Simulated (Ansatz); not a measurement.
AgAu3:
```cif
data_AgAu3
_chemical_formula_sum 'Ag1 Au3'
_space_group_name_H-M_alt 'P 1'
_space_group_IT_number 1
_cell_length_a 4.03368
_cell_length_b 4.03368
_cell_length_c 4.03368
_cell_angle_alpha 90.000
_cell_angle_beta 90.000
_cell_angle_gamma 90.000
loop_
_space_group_symop_operation_xyz
  'x, y, z'
loop_
_atom_site_label
_atom_site_type_symbol
_atom_site_fract_x
_atom_site_fract_y
_atom_site_fract_z
_atom_site_occupancy
Ag1 Ag 0.50000 0.50000 0.50000 1
Au1 Au 0.50000 0.00000 0.00000 1
Au2 Au 0.00000 0.50000 0.00000 1
Au3 Au 0.00000 0.00000 0.50000 1
```

This is the LDA-relaxed structure.

**Question.** All from the program Ansatz at the LDA level (PAW), unless another level is named. Estimate the Poisson's ratio.

**Answer.** 0.42.

**Question.** Predict the highest zone-centre frequency.

**Answer.** 167 cm⁻¹.

Space group Pm-3m (Cu3Au type). The workflow started from a Materials Project entry (that database holds measured and hypothetical structures alike); the Crystallography Open Database copy checked does not list it. Its standing as an ambient phase is unchecked. The cell was relaxed with LDA under the symmetry of its start; its stability against distortions is not shown here. The run is not spin-polarised. As this level gives no gap, phonon frequencies hold no LO–TO term and depend on the k-mesh and smearing (Fermi–Dirac, 0.1 eV here). Scalar-relativistic: spin–orbit coupling is off unless named, which matters more the heavier the elements.

Potentials: the later of the program's two PAW sets.
